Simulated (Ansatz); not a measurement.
TaAs:
```
TaAs
1.0
   -1.73146     1.73146     5.86835
    1.73146    -1.73146     5.86835
    1.73146     1.73146    -5.86835
Ta As
2 2
Direct
  0.75017   0.25017   0.50000
  0.00017   0.00017   0.00000
  0.33243   0.83243   0.50000
  0.58243   0.58243   0.00000
```

Relaxed with PBE. Special points in fractions of this cell's reciprocal vectors: Γ (0.000, 0.000, 0.000); X (0.000, 0.000, 0.500); P (0.250, 0.250, 0.250); N (0.000, 0.500, 0.000); M (0.500, 0.500, -0.500); S (0.272, 0.728, -0.272); S0 (-0.272, 0.272, 0.272); R (-0.044, 0.044, 0.500); G (0.500, 0.500, -0.044).

Question: List the band energies nearest the Fermi level at these points for plane-wave PAW PBE (Ansatz code).

Answer: In eV from the Fermi level; about four levels below and three above (degenerate sets whole), none deeper than 8.9 eV; points with the same levels are listed once.

| k | below | above |
|---|---|---|
| Γ | -2.32 -1.91 -1.65 -1.65 | 0.87 1.54 2.31 |
| X | -3.18 -3.18 -1.14 -1.14 | 2.74 2.74 3.01 3.01 |
| P | -3.19 -3.19 -1.13 -1.13 | 2.75 2.75 3.01 3.01 |
| N | -2.45 -2.30 -1.54 -0.27 | 0.12 1.35 2.21 |
| M | -2.76 -2.76 -0.98 -0.98 | 1.19 1.19 2.27 2.27 |
| S | -2.43 -2.41 -1.73 -0.11 | 0.08 1.69 2.09 |
| R | -3.15 -3.15 -1.16 -1.16 | 2.59 2.59 2.92 2.92 |

Space group I4_1md. The cell was relaxed with PBE under the symmetry of its start. No spin polarisation was allowed. A small band overlap can be real or an error of a semilocal functional. The Fermi level of a semimetal is unsure by some 0.05 eV on such meshes. Spin–orbit coupling is left out wherever it is not named.

Potentials: the earlier of the program's two PAW sets.
